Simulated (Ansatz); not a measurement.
Method: DFT PBE, scalar-relativistic, plane waves, PAW (Ansatz 0.2.0). All cells share a 420 eV cutoff and Γ-centred k meshes spaced at most about 0.3 Å⁻¹ (about 0.25 or finer for metals, 2π included). Collinear spin in cells that started with moments and kept them past the coarse steps, no spin elsewhere.

These are static total energies at zero pressure.

Compare these two cells of GdAl2N3, each relaxed at this level.

A. (site moments Gd 6.7; N -0.2 (×2) μB)

```
Gd Al N
1.0
     3.87821    0.00000    0.00000
     0.00000    3.87821    0.00000
     0.00000    0.00000    6.21186
Gd Al N
1 2 3
Direct
  0.50000 0.50000 0.83598
  0.50000 0.00000 0.30772
  0.00000 0.50000 0.30772
  0.50000 0.50000 0.42175
  0.50000 0.00000 0.01534
  0.00000 0.50000 0.01534
```

B. (site moments Gd 6.8 μB)

```
Gd Al N
1.0
     2.88621    1.66635    3.76640
    -2.88621    1.66635    3.76640
     0.00000   -3.33271    3.76640
Gd Al N
1 2 3
Direct
  0.00000 0.00000 0.00000
  0.76687 0.76687 0.76687
  0.23313 0.23313 0.23313
  0.00000 0.00000 0.50000
  0.50000 0.00000 0.00000
  0.00000 0.50000 0.00000
```

Problem. Which is lower in energy, and by how much?

Solution. B is lower, by 76 meV/atom. A has space group P4mm (No. 99), 15.6 Å³/atom and no gap on its mesh; B has space group R-3m (No. 166), 18.1 Å³/atom and no gap. Counting N atoms around Al and Gd (those within 1.25 times the shortest such distance or 1.15 times the sum of covalent radii, 1.27 where that leaves under three; a plus sign parts nearer from farther groups), A has Gd 4+1, Al 1+2 and B has Gd 6, Al 3. The lower one is the more open, so pressure narrows the difference. In A, around Gd lie 4 N at 2.24 Å and 1 N at 2.57 Å; Al has 1 N at 1.82 Å and 2 N at 2.06 Å; N on a site of symmetry 4mm has 4 Al at 2.06 Å and 1 Gd at 2.57 Å; 1 more site not described. In B, Gd has 6 N at 2.51 Å and 2 Al at 2.63 Å; Al is surrounded by 3 N at 1.83 Å and 1 Gd at 2.63 Å; around N lie 2 Al at 1.83 Å and 2 Gd at 2.51 Å. Both come from invented guesses. A third cell relaxed alike, in P6/mmm, lies 8 meV/atom below the lower of the two.

The 4f shell of Gd is treated without a Hubbard U, which places its levels poorly. The magnetic state reached may not be the lowest. Cells relaxed within their symmetry can be saddle points. Some structure types and database cells were kept out of the candidates from the start, so a known form may be missing.
